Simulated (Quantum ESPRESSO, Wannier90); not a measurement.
Wannier functions of BaO (NiAs type)

```
begin unit_cell_cart
ang
    3.8186301786    0.0000000000    0.0000000000
   -1.9093150893    3.3070307423    0.0000000000
    0.0000000000    0.0000000000    6.6542000000
end unit_cell_cart
begin atoms_frac
Ba   0.3333333333 -0.3333333333  0.2500000000
Ba  -0.3333333333  0.3333333333 -0.2500000000
O    0.0000000000  0.0000000000  0.5000000000
O    0.0000000000  0.0000000000  0.0000000000
end atoms_frac
```

Cell from Materials Project (mp-1008500), symmetrised, no further relaxation. Not found in the COD (Crystallography Open Database) copy used, which has the formula in other groups; not checked further. Level: PBEsol, no spin polarisation, no spin-orbit coupling; pw.x of Quantum ESPRESSO at 68 Ry with PseudoDojo potentials, 6×6×4 k-points, Wannier90. Density: 12×12×6 mesh, cold smearing 0.01 Ry. Spin-orbit coupling is left out although heavy elements are present.

Bands 5-10 form an isolated set from -11.72 to -10.24 eV relative to the valence-band maximum (on the path) and are turned into 6 Wannier functions by minimising the spread from the start: atomic waves Ba 5p.

Centres (Cartesian, Å; one of the equivalent choices) and spreads:

```
n       x       y       z  spread (Å²)  nearest atom
-  ------  ------  ------  -----------  ------------
1   1.909  -1.102   1.664        1.628           Ba1
2   1.909  -1.071   1.664        1.576           Ba1
3   1.909  -1.135   1.664        1.576           Ba1
4  -1.909   1.102  -1.664        1.628           Ba2
5  -1.909   1.071  -1.664        1.576           Ba2
6  -1.909   1.135  -1.664        1.576           Ba2
```

Ω_I = 9.51 Å², Ω_total = 9.56 Å²; the interpolated bands follow pw.x to 0.2 meV rms on the path. Only this start was tried; a symmetric start can stop on a saddle, and mixtures of these functions could lower the total by at most Ω_total − Ω_I.
